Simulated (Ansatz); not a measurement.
# Map of one atom of the cell for MgS (rock salt)

Starting cell, MgS (rock salt):

```xyz
2
Lattice="0.0000 2.6016 2.6016 2.6016 0.0000 2.6016 2.6016 2.6016 0.0000" Properties=species:S:1:pos:R:3 pbc="T T T"
S      0.0000     0.0000     0.0000
Mg     2.6016     2.6016     2.6016
```

Two-dimensional scan of atom 2 (Mg, nearest neighbour S at 2.602 Å; its periodic images, 3.7 Å or more away, move with it): u runs along (1.000, 0.000, 0.000), v along (0.000, 0.000, 1.000) (Cartesian). Cell and other atoms are fixed.

Calculation: r2SCAN (plane waves to 500 eV, PAW, scalar-relativistic; Ansatz, a quantum-chemistry and plane-wave program). k mesh 9×9×9 (Γ-centred), Fermi-Dirac smearing 0.05 eV. E stands for the smeared free energy. Stress and pressure are positive under compression. MgS was relaxed with its symmetry unable to fall. The zero of ΔE is the undisplaced structure. Axes are in Å.

ΔE (meV/cell), with u across and v down:

```tsv
v \ u	-0.390	-0.260	-0.130	0.000	0.130	0.260	0.390
-0.390	523	387	334	321	334	387	523
-0.260	387	212	137	116	137	212	387
-0.130	334	137	49	25	49	137	334
0.000	321	116	25	0	25	116	321
0.130	334	137	49	25	49	137	334
0.260	387	212	137	116	137	212	387
0.390	523	387	334	321	334	387	523
```

P (GPa), with u across and v down:

```tsv
v \ u	-0.390	-0.260	-0.130	0.000	0.130	0.260	0.390
-0.390	10.2	7.6	6.3	5.9	6.3	7.6	10.2
-0.260	7.6	4.6	2.9	2.4	2.9	4.6	7.6
-0.130	6.3	2.9	1.1	0.6	1.1	2.9	6.3
0.000	5.9	2.4	0.6	0.0	0.6	2.4	5.9
0.130	6.3	2.9	1.1	0.6	1.1	2.9	6.3
0.260	7.6	4.6	2.9	2.4	2.9	4.6	7.6
0.390	10.2	7.6	6.3	5.9	6.3	7.6	10.2
```

Derived quantities:

Principal force constants in the plane (five-point differences of the forces): 2.8 eV/Å², isotropic. Centre of the map: a minimum. Lowest place on the grid: u = 0.000 Å, v = 0.000 Å (0 meV/cell). Highest place on the grid, met at several equal points: u = -0.390 Å, v = -0.390 Å; u = 0.390 Å, v = -0.390 Å; u = -0.390 Å, v = 0.390 Å; u = 0.390 Å, v = 0.390 Å (523 meV/cell).

(For displaced atoms, the force is minus the slope of the energy, and its curvature is a force constant, which sets phonon frequencies.)
